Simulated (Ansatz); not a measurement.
Relaxed-ion elastic tensor of NbRh3 (Cu3Au type, space group No. 221) in GPa (Voigt order), DFT-LDA in the program Ansatz with PAW potentials; density 11.97 g/cm³, 13.93 Å³ per atom.

```
472  214  214  0.0  0.0  0.0
214  472  214  0.0  0.0  0.0
214  214  472  0.0  0.0  0.0
0.0  0.0  0.0  210  0.0  0.0
0.0  0.0  0.0  0.0  210  0.0
0.0  0.0  0.0  0.0  0.0  210
```

**Question.** Is the crystal mechanically stable?

**Answer.** Yes: the smallest eigenvalue of C is 210 GPa.

**Question.** Work out the Voigt, Reuss and Hill averages.

**Answer.** K_V = 300, K_R = 300, K_H = 300; G_V = 178, G_R = 168, G_H = 173 GPa.

**Question.** Give Young's modulus, Poisson's ratio, Pugh's ratio and the universal anisotropy index.

**Answer.** E = 9KG/(3K + G) = 435 GPa; ν = 0.26; K/G = 1.74 (near the Pugh limit of 1.75, no verdict); A_U = 5G_V/G_R + K_V/K_R − 6 = 0.29.

**Question.** Estimate the sound speeds and the Debye temperature.

**Answer.** v_l = √((K + 4G/3)/ρ) = 6660 m/s, v_t = √(G/ρ) = 3800 m/s, mean 4220 m/s; Θ = (h/k)(3n/4πV)^(1/3) v_m = 523 K.

**Question.** Give the Zener ratio and Young's modulus along [100], [110] and [111].

**Answer.** A = 2C44/(C11 − C12) = 1.63; 1/E = S11 − 2(S11 − S12 − S44/2)Γ with Γ = 0, 1/4, 1/3 gives 338, 453, 511 GPa.

Space group Pm-3m (Cu3Au type). The workflow started from a Materials Project entry (that database holds measured and hypothetical structures alike); the Crystallography Open Database files this formula in space group No. 221, but the cells were not matched. Whether it is the stable phase at ambient conditions was not checked. The cell was relaxed with LDA under the symmetry of its start; of distortions, only those at the zone centre were tested. The run is not spin-polarised. As this level gives no gap, shear constants depend on the k-mesh and smearing (Fermi–Dirac, 0.1 eV here).

Potentials: the later of the program's two PAW sets.
